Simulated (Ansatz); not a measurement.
NiOSe (Janus 1T monolayer) was relaxed with 5 functionals in Ansatz, cell and atoms free, the symmetry of the start kept (meshes: PBE 12×12×1, r2SCAN 12×12×1, PBEsol 12×12×1, LDA 12×12×1, HSE06 6×6×1). The calculation is spin-unpolarised, and the structure need not be a phase that has been made.

The HSE06 result:
```yaml
crystal:
  lattice:
    - [3.12733, 0.00000, 0.00000]
    - [-1.56366, 2.70835, 0.00000]
    - [0.00000, 0.00000, 28.91779]
  atoms:
    - { symbol: Ni, position: [0.00000, 0.00000, 0.31754] }
    - { symbol: O, position: [0.33333, 0.66667, 0.34594] }
    - { symbol: Se, position: [0.66667, 0.33333, 0.27020] }
```
The sheet repeats along a and b alone.

In-plane lattice: a = 3.127 Å, b = 3.127 Å, γ = 120.0°; thickness between the outer nuclei 2.19 Å. Ni has 3 O at 1.98 Å and 3 Se at 2.27 Å; O has 3 Ni at 1.98 Å; Se has 3 Ni at 2.27 Å.

Question: How does the cell change with r2SCAN?

Answer: a = 3.142 Å; the area differs by +0.9 % from HSE06's. Around Ni lie 3 O at 2.00 Å and 3 Se at 2.28 Å; around O lie 3 Ni at 2.00 Å; around Se lie 3 Ni at 2.28 Å.

Question: How does the cell change with PBE?

Answer: a = 3.172 Å; the area differs by +2.9 % from HSE06's. Ni is surrounded by 3 O at 2.02 Å and 3 Se at 2.30 Å; O is surrounded by 3 Ni at 2.02 Å; Se is surrounded by 3 Ni at 2.30 Å.

Question: Held at the r2SCAN cell, what mean stress do LDA and PBE find, and does its sign point to their own minimum?

Answer: Yes. LDA -3.42 N/m, and its relaxed area is -6.9 % from r2SCAN's; PBE +2.04 N/m, and its relaxed area is +1.9 % from r2SCAN's. Compression counts positive, so a positive stress asks for a larger cell.

The cell is metallic with PBE, PBEsol, LDA, and these meshes limit the relaxed cells of a metal. A gap that a hybrid shows on its coarser mesh alone may close between the points.

The runs are scalar-relativistic, without spin-orbit coupling.

The meshes of the hybrids are coarse, so their gaps aren't converged to the digits shown.

For some runs the program warns that the potential is rough where the density is thin, which bears on empty states near the vacuum.
